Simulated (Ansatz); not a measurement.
Relaxed sheet of SnO:

```yaml
crystal:
  lattice:
    - [3.82056, 0.00000, 0.00000]
    - [0.00000, 3.82056, 0.00000]
    - [0.00000, 0.00000, 30.63340]
  periodic: [true, true, false]
  atoms:
    - { symbol: Sn, position: [0.50000, 0.00000, 0.46141] }
    - { symbol: O, position: [0.00000, 0.00000, 0.50000] }
    - { symbol: O, position: [0.50000, 0.50000, 0.50000] }
    - { symbol: Sn, position: [0.00000, 0.50000, 0.53859] }
```

All numbers below come from Ansatz 0.2.0, DFT PBE+D3(BJ), scalar-relativistic, plane waves, PAW. Settings: cutoff 420 eV, Γ-centred mesh 6×6×1 on the computed 4-atom cell, Gaussian smearing of 0.02 eV; no spin polarisation. No periodic images along c.

Atoms relax at each strain; stress is positive in compression. Unstrained: gap 3.11 eV, thickness 2.364 Å.

Problem. How does it respond to strain along x (y held) of -2, +2, +5 %?

Solution.
| strain (%) | ΔE (meV/cell) | σxx (N/m) | σyy (N/m) | gap | thickness (Å) |
| --- | --- | --- | --- | --- | --- |
| -2 | 6.8 | 0.77 | 0.81 | 3.05 eV | 2.388 |
| +2 | 6.6 | -0.70 | -0.73 | 2.99 eV | 2.339 |
| +5 | 38.7 | -1.63 | -1.64 | 2.78 eV | 2.299 |